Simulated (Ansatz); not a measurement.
# C (Fd-3m): one-shot GW input and result

The calculation used G0W0@PBE, plasmon-pole screening, hard PAW set made for 700 eV in Ansatz 0.2.0-dev.

The input was:

```yaml
crystal:
  lattice:
    - [0.0, 1.7835, 1.7835]
    - [1.7835, 0.0, 1.7835]
    - [1.7835, 1.7835, 0.0]
  atoms:
    - { symbol: C, position: [0, 0, 0] }
    - { symbol: C, position: [0.25, 0.25, 0.25] }
kpoints:
  mp_grid: { grid: [6, 6, 6], shift: [0, 0, 0] }
hamiltonian:
  xc: pbe
  pseudopotentials:
    kind: paw
    azcp:
      C: "pseudopotentials/C.paw.azcp"
scf:
  occupations: { method: fixed }
  convergence: { dr2_threshold: "1e-9 eV" }
  lower_state_search: "off"
output:
  forces: false
  stress: false
gw:
  n_empty_bands: 110
  ecut_chi: 180.0
  qp_bands: [v1, c1]
  qp_kpoints: [[0, 0, 0], [0, 0.5, 0.5], [0, 0, 0.5]]
  ecutfock_ratio: 2
basis:
  ecutwfc: 700
```

The input is rewritten from the run's settings (development build, wave cutoff 700 eV).

Levels count from the highest filled Kohn-Sham level listed; ε_QP = ε_KS + Z(Σ − Vxc). VB is the top filled band, CB the lowest empty one.

```tsv
k	band	ε_KS (eV)	Σx − Vxc (eV)	Σc (eV)	Z	ε_QP (eV)
Γ	VB	0.00	-2.38	1.52	0.83	-0.71
Γ	CB	5.60	6.19	-4.99	0.83	6.59
L	VB	-2.80	-3.50	2.40	0.82	-3.70
L	CB	8.46	7.06	-5.77	0.83	9.53
X	VB	-6.30	-4.72	3.33	0.82	-7.43
X	CB	4.76	5.60	-4.98	0.84	5.28
```

The gap (from Γ to X) opens from 4.76 eV to 6.00 eV.

Electronic (ion-clamped) dielectric constant on this mesh, from the head of the inverse dielectric matrix: 5.8.

Band sums or response are cut, so the gap isn't at its basis limit. The gap is read among the points solved; the crystal's band edges can lie elsewhere.
